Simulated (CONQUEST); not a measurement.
CONQUEST run on Ge (Fd-3m, 8 atoms in the cell; from Materials Project mp-32, changed as shown): self-consistent single point.

Level of theory: PBE, numerical atomic orbitals double-zeta with polarisation (the shipped basis), PseudoDojo norm-conserving potentials made for PBE (CONQUEST 1.3).

The change in words: lattice scaled by 1.02. Reference geometry (Fd-3m):
```xyz
8
Lattice="5.6749 0.0000 0.0000 0.0000 5.6749 0.0000 0.0000 0.0000 5.6749" Properties=species:S:1:pos:R:3 pbc="T T T"
Ge     2.8374     0.0000     2.8374
Ge     1.4187     1.4187     1.4187
Ge     2.8374     2.8374     0.0000
Ge     1.4187     4.2561     4.2561
Ge     0.0000     0.0000     0.0000
Ge     4.2561     1.4187     4.2561
Ge     0.0000     2.8374     2.8374
Ge     4.2561     4.2561     1.4187
```

Reference input (self-consistent single point, DFT, PBE, numerical atomic orbitals double-zeta with polarisation (the shipped basis), PseudoDojo norm-conserving potentials made for PBE): basis = DZP; Diag.MPMeshX, Y, Z = 6 6 6; potentials = PseudoDojo norm-conserving PBE; Grid.GridCutoff = 175 Ha; DM.SolutionMethod = diagon; Diag.kT = 0.003675 Ha; Diag.GammaCentred = true; minE.SCTolerance = 1.0e-06; SC.MaxIters = 100; SC.LinearMixingFactor = 0.3; SC.KerkerPreCondition = true; SC.KerkerFactor = 0.1 1/bohr. This run's input differs from it in these lines:

```diff
@@ -30,5 +30,5 @@
 # file: input.coords
-    10.723912298      0.000000000      0.000000000
-     0.000000000     10.723912298      0.000000000
-     0.000000000      0.000000000     10.723912298
+    10.938390544      0.000000000      0.000000000
+     0.000000000     10.938390544      0.000000000
+     0.000000000      0.000000000     10.938390544
 8
```

Output, abridged:

```
    new_SC_potl: Starting.  Tolerance:  0.10000E-05

    PulayMixSC: Starting Pulay mixing, A_up =  0.300 A_dn =  0.300
    PulayMixSC: Spin non-polarised calculation.
    PulayMixSC: with Kerker preconditioning, q0 =  0.100
          Harris-Foulkes Energy            :      -714.477599994896536 Ha
          GroundState Energy (E-(1/2)TS)   :      -714.477851065416871 Ha
          Free Energy (E-TS)               :      -714.478102135937320 Ha
          DFT Total Energy                 :      -714.458126385223522 Ha
          Total number of electrons        :       112.000000000022567
   [... lines left out ...]
          Total number of electrons        :       112.000131279628604
    PulayMixSC: Pulay iteration     5 residual:              0.10997E-04
          Harris-Foulkes Energy            :      -714.462160931626954 Ha
          GroundState Energy (E-(1/2)TS)   :      -714.462427953927318 Ha
          Free Energy (E-TS)               :      -714.462694976227567 Ha
          DFT Total Energy                 :      -714.462160934158987 Ha
          Total number of electrons        :       112.000130918564324
    PulayMixSC: Pulay iteration     6 residual:              0.78590E-06
    PulayMixSC: Reached SCF tolerance of  0.78590E-06 after      6 iterations
      | Number of electrons      =       112.000131
      |* band energy as 2Tr[K.H] =       -96.986875519452155 Ha
      |  screened ion-ion energy =      -561.235966568719050 Ha
      |  Ha correction           =         1.922846260886795 Ha
      |  XC correction           =       -58.162150221641475 Ha
      | GS Energy as E-(1/2)TS   =      -714.462427953927318 Ha
      | Free Energy as E-TS      =      -714.462694976227567 Ha
      |* Harris-Foulkes energy   =      -714.462160931626954 Ha
      |* DFT total energy        =      -714.462160934158987 Ha
      |  estimated accuracy      =         0.000000002532033 Ha

    force: Forces on atoms (Ha/a0)
    force:  Atom   X              Y              Z
    force:     1   0.0000000000  -0.0000000000   0.0000000000
   [... zero for the other atoms too ...]

    force: Maximum force :        0.00000000(Ha/a0) on atom         6 in z direction
    force: Force Residual:        0.00000000 Ha/a0
    force: Total stress:          0.79841663     0.79841663     0.79841663 GPa
    force: Average pressure:     -0.79841663 GPa

    force: Finished force
    get_E_and_F: Change in energy during last step of electronic optimisation: -0.98310E-06
```

The run converged in 6 iterations. CONQUEST prints the stress tensor with tension positive. Against the reference run the free energy falls by 11.9 meV/atom and the pressure goes from 3.15 to -0.80 GPa.

The program uses no crystal symmetry, so grid and mesh can part values that symmetry would make equal. The atom-centred basis is finite, which shifts total energies and pressures against plane waves. The structure comes from a collection of computed structures, made at another level of theory; the collection holds predicted forms beside known ones.

Cost on one core: roughly 120 core-seconds.
